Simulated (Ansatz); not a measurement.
# Stability checks on a candidate for Ta5Ru

It was reached by relaxing an invented guess, and it needn't be the stable form of this composition.

These are results of Ansatz 0.2.0, DFT PBE, scalar-relativistic, plane waves, PAW, not measurements. Settings of the last relaxation (6-atom cell): 420 eV, 12×12×4 k points, Gaussian smearing of 0.10 eV, no spin polarisation.

```
Ta Ru
1.0
     3.23966    0.00000    0.00000
     0.00000    3.23966    0.00000
     0.00000    0.00000    9.97194
Ta Ru
5 1
Direct
  0.00000 0.00000 0.16987
  0.50000 0.50000 0.34131
  0.50000 0.50000 0.65869
  0.00000 0.00000 0.83013
  0.50000 0.50000 0.00000
  0.00000 0.00000 0.50000
```

Energies over the elements count from the elements' standard structures at the same level, with no fitted energy shifts.

Problem. These tests were run: energy against the elements; random kick, then relaxation without symmetry; phonons on a 2×2×1 q mesh; elastic tensor. What do they show?

Solution.

```csv
test,result
energy against the elements,−0.19 eV/atom
"random kick, then relaxation without symmetry",returns
phonons on a 2×2×1 q mesh,no imaginary mode on the mesh
elastic tensor,least eigenvalue 82 GPa
```

It fails none of these tests. Whether a mixture of other phases lies lower isn't tested here.

Spin–orbit coupling, which can matter for Ta, is left out. The kick test ran on a coarse mesh. The run for the phonons used a 12×12×4 k mesh and Fermi–Dirac smearing of 0.15 eV. The run for the elastic tensor used a 12×12×4 k mesh and Fermi–Dirac smearing of 0.15 eV.
